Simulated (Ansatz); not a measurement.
Ga2O3:
```cif
data_Ga8O12
_chemical_formula_sum 'Ga8 O12'
_space_group_name_H-M_alt 'Pnma'
_space_group_IT_number 62
_space_group_name_Hall '-P 2ac 2n'
_cell_length_a 10.68371
_cell_length_b 3.02208
_cell_length_c 9.78170
_cell_angle_alpha 90.000
_cell_angle_beta 90.000
_cell_angle_gamma 90.000
loop_
_atom_site_label
_atom_site_type_symbol
_atom_site_symmetry_multiplicity
_atom_site_Wyckoff_symbol
_atom_site_fract_x
_atom_site_fract_y
_atom_site_fract_z
_atom_site_occupancy
Ga1 Ga 4 c 0.42364 0.25000 0.40896 1
Ga2 Ga 4 c 0.07257 0.25000 0.59131 1
O1 O 4 c 0.40715 0.25000 0.22602 1
O2 O 4 c 0.10291 0.75000 0.46736 1
O3 O 4 c 0.10314 0.25000 0.01454 1
```

Relaxed with PBE. PBE in the plane-wave PAW code Ansatz gives a gap of 1.79 eV.

Task: What gap does HSE06 give on the same cell (Ansatz, PAW)?

Result: 3.31 eV, 1.52 eV more. The hybrid was solved on a coarser mesh and at special points; its gap is the smallest among all of these.

| k | v1 PBE | c1 PBE | v1 HSE06 | c1 HSE06 |
|---|---|---|---|---|
| Γ | -0.11 | 1.79 | -0.03 | 3.31 |
| X | -0.14 | 2.26 | -0.03 | 3.80 |
| Z | -0.14 | 2.66 | ? | ? |
| U | -0.14 | 2.93 | -0.03 | 4.50 |
| Y | -0.46 | 5.61 | ? | ? |
| S | -0.49 | 5.62 | -0.53 | 7.39 |
| T | -0.46 | 5.56 | ? | ? |
| R | -0.48 | 5.60 | ? | ? |

Task: Top valence (v1) and lowest conduction level (c1) in eV from each method's valence maximum (which need not be a listed point): supply the withheld HSE06 values.

Result: 
- R, v1 HSE06: -0.52
- R, c1 HSE06: 7.35
- Z, v1 HSE06: -0.03
- Z, c1 HSE06: 4.21
- T, v1 HSE06: -0.50
- T, c1 HSE06: 7.30
- Y, v1 HSE06: -0.51
- Y, c1 HSE06: 7.37

Cost on shared cores: the PBE run (SCF on a 3×9×3 mesh, then bands and DOS) very roughly 11 core-minutes, the HSE06 run (SCF on 2×5×2, then a few points) roughly 20 core-minutes; the tasks are unlike.

The cell is a constructed one: a structure type filled with these elements; neither database checked (COD, Materials Project) lists it. It is not the phase usual at ambient conditions (space group No. 12, 167). The PBE relaxation kept the symmetry of its start; its stability against distortions is not shown here. A crystal of weakly bound layers computed without a dispersion correction: the cell and the soft elastic constants depend strongly on that. Scalar-relativistic: spin–orbit coupling is off unless named, which matters more the heavier the elements.

Potentials: the later of the program's two PAW sets.
